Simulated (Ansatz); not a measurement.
ZnCdSe$_{2}$:
```yaml
crystal:
  lattice:
    - [4.12113, 0.00000, 0.00000]
    - [0.00000, 4.12113, 0.00000]
    - [0.00000, 0.00000, 5.91038]
  atoms:
    - { symbol: Zn, position: [0.50000, 0.50000, 0.50000] }
    - { symbol: Cd, position: [0.00000, 0.00000, 0.00000] }
    - { symbol: Se, position: [0.00000, 0.50000, 0.72673] }
    - { symbol: Se, position: [0.50000, 0.00000, 0.27327] }
```

Relaxed with PBEsol. Special points in fractions of this cell's reciprocal vectors: Γ (0.000, 0.000, 0.000); X (0.000, 0.500, 0.000); M (0.500, 0.500, 0.000); Z (0.000, 0.000, 0.500); R (0.000, 0.500, 0.500); A (0.500, 0.500, 0.500).

Problem. List the band energies nearest the valence-band maximum at these points for plane-wave PAW PBEsol with spin–orbit coupling (Ansatz code).

Solution. In eV from the valence-band maximum; about four levels below and three above (degenerate sets whole), none deeper than 8.9 eV; points with the same levels are listed once.

| k | below | above |
|---|---|---|
| Γ | -0.09 -0.09 0.00 0.00 | 0.61 0.61 2.88 2.88 |
| X | -1.24 -1.24 -0.79 -0.79 | 3.42 3.42 4.01 4.01 |
| M | -2.17 -2.17 -2.08 -2.08 | 2.71 2.71 2.76 2.76 |
| Z | -1.09 -1.09 -0.97 -0.97 | 3.14 3.14 3.44 3.44 |
| R | -0.94 -0.94 -0.69 -0.69 | 2.09 2.09 2.26 2.26 |
| A | -2.62 -2.62 -2.58 -2.58 | 4.88 4.88 5.04 5.04 |

Space group P-4m2. The workflow started from a Materials Project entry (that database holds measured and hypothetical structures alike); the Crystallography Open Database copy checked does not list it. Whether it is the stable phase at ambient conditions was not checked. Symmetry was held in the PBEsol relaxation; of distortions, only those at the zone centre were tested.

Potentials: the later of the program's two PAW sets.
